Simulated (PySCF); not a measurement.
PySCF single point, B3LYP/6-31G*, density fitting, vacuum, on methanesulfonic acid, CH4O3S (SMILES CS(=O)(=O)O), charge 0, multiplicity 1.

```python
from pyscf import gto, scf, dft
mol = gto.M(atom='''
C     -1.230006    -0.509286    -0.182019
S      0.408290     0.215336    -0.143775
O      0.876975     0.334202     1.203146
O      0.448385     1.355219    -0.995144
O      1.254053    -0.983307    -0.822635
H     -1.236701    -1.355219     0.489880
H     -1.934025     0.246734     0.136638
H     -1.419046    -0.807114    -1.203146
H      1.934025    -1.266636    -0.210601
''', basis='6-31G*', charge=0, spin=0, verbose=3)
mf = dft.RKS(mol, xc='B3LYP')
mf = mf.density_fit()
mf.max_cycle = 100
e = mf.kernel()
print('converged', mf.converged)
print('E_total', e)
print('nao', mol.nao)
print('HOMO', mf.mo_energy[mf.mo_occ > 0].max())
mf.dip_moment()
```

It prints:

```
converged SCF energy = -664.29469290149
converged True
E_total -664.2946929014904
nao 82
HOMO -0.30856027103832506
Dipole moment(X, Y, Z, Debye): -1.56870, -3.23217,  0.17783
```

The total energy is -18076.38 eV.
